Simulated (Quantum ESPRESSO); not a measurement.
For atom 5 (O) of HfSiO4 in I4₁/amd, PBE PAW (JTH datasets; density from pw.x of a modified build of Quantum ESPRESSO, gradients reconstructed from it by a script) gives this field-gradient tensor in Cartesian axes (atomic units, 1 a.u. = 9.7174×10²¹ V/m²):

```
-0.4486   0.0000   0.0000
 0.0000   0.2327   0.2558
 0.0000   0.2558   0.2159
```

The cell was made here from an entry of the Crystallography Open Database (unchecked): atoms relaxed with PBE in the measured cell (PBE without dispersion, pw.x of Quantum ESPRESSO, symmetry kept).  Stability against distortions was not tested. The run has no spin polarisation.  Cores are frozen. Against all-electron runs on small test molecules, this scheme's |Vzz| missed by −6 % on Si, −2 to +6 % on O. Hf had no test against all-electron runs. Spin–orbit coupling is left out, a limit on Hf.

Question: Find the principal values, η_Q, |C_Q|, ν_Q and P_Q for ¹⁷O (I = 5/2, |Q| = 0.0256 barn), and the second-order MAS shift at 9.4 T.

Answer: Eigenvalues (principal values) by size: Vxx = -0.0317, Vyy = -0.4486, Vzz = 0.4803 a.u. (they sum to zero).
η_Q = (Vxx − Vyy)/Vzz = 0.87.
|C_Q| = 234.96 MHz × |Q|/barn × |Vzz|/a.u. = 234.96 × 0.0256 × 0.4803 = 2.89 MHz.
Quadrupole frequency ν_Q = 3C_Q/[2I(2I − 1)] = 0.433 MHz, and P_Q = C_Q(1 + η²/3)^½ = 3.23 MHz.
At 9.4 T the Larmor frequency is ν0 = 54.3 MHz, and the second-order shift of the central transition's centre of gravity under MAS is −(3/40)(P_Q/ν0)²[I(I + 1) − 3/4]/[I²(2I − 1)²] × 10⁶ = -21.3 ppm.
